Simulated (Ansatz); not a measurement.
Relaxed-ion elastic tensor of KCu4Se3 in space group P4/mmm (No. 123; Cu on 4i, Se on 1c, Se on 2g, K on 1d) in GPa (Voigt order), the program Ansatz at the PBEsol level (PAW); density 5.88 g/cm³, 18.72 Å³ per atom.

|  | 1 | 2 | 3 | 4 | 5 | 6 |
|---|---|---|---|---|---|---|
| 1 | 77.8 | 23.0 | 39.9 | 0.0 | 0.0 | 0.0 |
| 2 | 23.0 | 77.8 | 39.9 | 0.0 | 0.0 | 0.0 |
| 3 | 39.9 | 39.9 | 58.1 | 0.0 | 0.0 | 0.0 |
| 4 | 0.0 | 0.0 | 0.0 | 18.8 | 0.0 | 0.0 |
| 5 | 0.0 | 0.0 | 0.0 | 0.0 | 18.8 | 0.0 |
| 6 | 0.0 | 0.0 | 0.0 | 0.0 | 0.0 | 13.3 |

Q: Is the crystal mechanically stable?

A: Yes: the smallest eigenvalue of C is 13.3 GPa.

Q: Work out the Voigt, Reuss and Hill averages.

A: K_V = 46.6, K_R = 46.6, K_H = 46.6; G_V = 17.5, G_R = 15.5, G_H = 16.5 GPa.

Q: Give Young's modulus, Poisson's ratio, Pugh's ratio and the universal anisotropy index.

A: E = 9KG/(3K + G) = 44.3 GPa; ν = 0.34; K/G = 2.82 (ductile by the Pugh limit of 1.75); A_U = 5G_V/G_R + K_V/K_R − 6 = 0.67.

Q: Estimate the sound speeds and the Debye temperature.

A: v_l = √((K + 4G/3)/ρ) = 3420 m/s, v_t = √(G/ρ) = 1680 m/s, mean 1880 m/s; Θ = (h/k)(3n/4πV)^(1/3) v_m = 211 K.

Q: How much does each axis shrink under pressure?

A: Linear compressibilities β_i = Σ_j S_ij (j = 1 to 3): x 6.8, y 6.8, z 7.9 per TPa.

The workflow started from an entry of the Crystallography Open Database (COD, 293 K). Its standing as an ambient phase is unchecked. The cell was relaxed with PBEsol under the symmetry of its start; whether a distortion lowers the energy is not shown. The run is not spin-polarised. As this level gives no gap, shear constants depend on the k-mesh and smearing (Fermi–Dirac, 0.1 eV here).

Potentials: the later of the program's two PAW sets.
